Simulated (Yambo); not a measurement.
```xyz
10
Lattice="0.0000 5.0725 5.0725 5.0725 0.0000 5.0725 5.0725 5.0725 0.0000" Properties=species:S:1:pos:R:3 pbc="T T T"
Al     0.0000     0.0000     0.0000
Cl     2.3481     5.0725     5.0725
Cl     7.7970     5.0725     5.0725
Cl     5.0725     2.3481     5.0725
Cl     5.0725     7.7970     5.0725
Cl     5.0725     5.0725     2.3481
Cl     5.0725     5.0725     7.7970
K      7.6088     7.6088     7.6088
K      2.5363     2.5363     2.5363
Ag     5.0725     5.0725     5.0725
```

K$_{2}$AgAlCl$_{6}$ (space group Fm-3m, No. 225): mean Im ε in 1 eV windows above the direct gap of 4.41 eV, for different electron-hole kernels (Yambo, broadening 0.15 eV, PBEsol (pw.x of Quantum ESPRESSO, ONCV potentials, no spin-orbit coupling) bands; 4×4×4 mesh, 22 valence and 6 conduction bands, static screening with 137 bands and a 3 Ry block, scissor 2.33 eV, Tamm-Dancoff; field along x).

```tsv
window (eV)	independent quasiparticles	RPA (no attraction)	BSE
4.4 to 5.4	0.2	0.2	1.0
5.4 to 6.4	0.6	0.5	1.5
6.4 to 7.4	1.0	0.9	3.1
7.4 to 8.4	2.2	2.0	2.0
```

This run doesn't resolve bound excitons or single peaks, so only averages are given, and they too depend on the mesh; weight that the attraction moves below the gap isn't listed. All transitions below 8.86 eV are in the band window. The scissor comes from a G0W0 run whose convergence isn't established.

Spin-orbit splittings are left out.

Geometry of the Materials Project entry, not relaxed at this level.

The structure is a Materials Project entry; no match was found in the copy of COD used, and its stability was not checked.
